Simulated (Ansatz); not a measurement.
# Ag (P6_3/mmc), stationary points along a deformation path

The calculation used Ansatz, DFT r2SCAN, scalar-relativistic, plane waves, PAW. Settings: plane waves to 500 eV, k-mesh 21×21×12 (Γ-centred), Gaussian smearing 0.15 eV. No spin polarisation. Energies are free energies at this smearing, counted from the undisturbed cell; pressure is positive in compression.

The starting cell (as given, not relaxed at this level; it stands at -2.6 GPa; this form isn't the usual structure):

```
Ag
1.0
     2.93000    0.00000    0.00000
    -1.46500    2.53745    0.00000
     0.00000    0.00000    4.79000
Ag
2
Direct
  0.33333 0.66667 0.25000
  0.66667 0.33333 0.75000
```

At fixed volume and fractional coordinates, lengths along (0.000, 0.000, 1.000) are scaled against those across it; ρ is that ratio over its starting value. V = 17.806 Å³/atom. Δσ is the stress along the axis less the mean stress across it (compression positive).

```csv
ρ,ΔE (meV/atom),Δσ (GPa),space group
0.850,71.6,11.06,P6_3/mmc
0.920,20.8,6.11,P6_3/mmc
0.960,5.7,3.34,P6_3/mmc
1.000,0.0,0.50,P6_3/mmc
1.050,5.1,-3.39,P6_3/mmc
1.100,24.3,-7.95,P6_3/mmc
1.200,107.3,-17.72,P6_3/mmc
```

Q: How does the stress give the slope of the energy, and where is the energy stationary?

A: Along the path d ln(length) is 2/3 d ln ρ on the axis and −1/3 d ln ρ across it, so dE/d ln ρ = −(2/3) V Δσ: the energy falls with ρ where Δσ is positive. Δσ vanishes or changes sign between ρ = 1.000 and 1.050, a minimum (near 1.01 by linear interpolation). Pairs of stationary points between two samples would go unseen, and could change a minimum read from distant neighbours into a maximum.

Q: Integrate that slope from ρ = 1 to 1.200 by the trapezoid rule.

A: With V/N in Å³ and 1 eV/Å³ = 160.2 GPa the slopes at ρ = 1.000, 1.050, 1.100, 1.200 are -37, 251, 589, 1313 meV/atom per unit of ln ρ. The steps add 5.2 + 19.5 + 82.7 = 107.5 meV/atom, against 107.3 from the energies; the trapezoid rule misses the curvature of the slope within each step.

In a metal these slopes depend on the k mesh and the smearing.